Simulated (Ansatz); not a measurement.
Ni3Sn (Cu3Au type, space group No. 221), PBE in the plane-wave PAW code Ansatz, all energies at zero smearing, with the estimated change up to a 700 eV cutoff added, with one set of potentials and settings (totals compare only within such a set). Cell of 4 atoms (3 Ni, 1 Sn): -23544.086 eV.

```csv
element,reference phase,E (eV/atom)
Ni,"Fm-3m, 1 atoms in the cell, spin-polarised",-5839.7239
Sn,"Fd-3m, 2 atoms in the cell",-6024.2128
```

Formation energy per atom, worked out: (-23544.086 − 3×(-5839.7239) − 1×(-6024.2128))/4 = -0.175 eV/atom (-17 kJ per mol of atoms), at 0 K, without zero-point energy or fitted corrections.

Space group Pm-3m (Cu3Au type). The workflow started from an entry of the Crystallography Open Database (COD), which files this formula under 3 space groups. Its standing as an ambient phase is unchecked. Symmetry was held in the PBE relaxation; its stability against distortions is not shown here. The workflow began spin-polarised and lost its moments. The references are the lowest solids computed at this level, not always the standard phases. Spin–orbit coupling is left out wherever it is not named.

Potentials: the later of the program's two PAW sets.
